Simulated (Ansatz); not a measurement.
Method: Ansatz 0.2.0, DFT PBE, scalar-relativistic, plane waves, PAW. Settings: cutoff 420 eV, Γ-centred meshes spaced at most about 0.3 Å⁻¹, and about 0.25 Å⁻¹ or finer for metals (2π included), Gaussian smearing. No spin polarisation in the final relaxations.

All energies are static (0 K, no zero-point motion). Lower structures may exist.

Task: Which of these relaxed structures of Ga3Sb is the lowest in energy?
A.

```
CELL_PARAMETERS angstrom
4.20216 0.00000 0.00000
-2.10108 3.63918 0.00000
0.00000 0.00000 6.06834
ATOMIC_POSITIONS crystal
Ga 0.33333 0.66667 0.21950
Ga 0.66667 0.33333 0.78050
Ga 0.00000 0.00000 0.00000
Sb 0.00000 0.00000 0.50000
```

B.

```
CELL_PARAMETERS angstrom
5.76336 0.00000 0.00000
-2.88168 4.99122 0.00000
0.00000 0.00000 3.11229
ATOMIC_POSITIONS crystal
Ga 0.50000 0.00000 0.00000
Ga 0.00000 0.50000 0.00000
Ga 0.50000 0.50000 0.00000
Sb 0.00000 0.00000 0.50000
```

C.

```
CELL_PARAMETERS angstrom
2.93576 0.00000 0.00000
0.00000 3.99843 0.00000
0.00000 0.00000 9.19172
ATOMIC_POSITIONS crystal
Ga 0.50000 0.00000 0.78059
Ga 0.50000 0.00000 0.21941
Ga 0.50000 0.00000 0.50000
Sb 0.50000 0.50000 0.00000
```

D.

```
CELL_PARAMETERS angstrom
-2.25673 2.25673 4.32659
2.25673 -2.25673 4.32659
2.25673 2.25673 -4.32659
ATOMIC_POSITIONS crystal
Ga 0.75000 0.25000 0.50000
Ga 0.25000 0.75000 0.50000
Ga 0.50000 0.50000 0.00000
Sb 0.00000 0.00000 0.00000
```

Result: A. It has space group P-3m1 (No. 164); the next, D, with the TiAl3 (D0_22) type, space group I4/mmm (No. 139), lies 19 meV/atom higher. Counting Ga atoms around Sb (those within 1.25 times the shortest such distance or 1.15 times the sum of covalent radii, 1.27 where that leaves under three; the shortest distance is added where it exceeds 1.18 times the sum of covalent radii), the lowest has Sb 8 and the next has Sb 12 from 3.1 Å. Even the lowest lies +0.05 eV/atom against the elements.

These runs have no spin–orbit coupling, which can matter for Sb. The I4/mmm cell at 22.0 Å³/atom was relaxed from a Materials Project cell. Cells relaxed within their symmetry can be saddle points. Some types were kept out of the candidates beforehand, so the set may lack a known form.
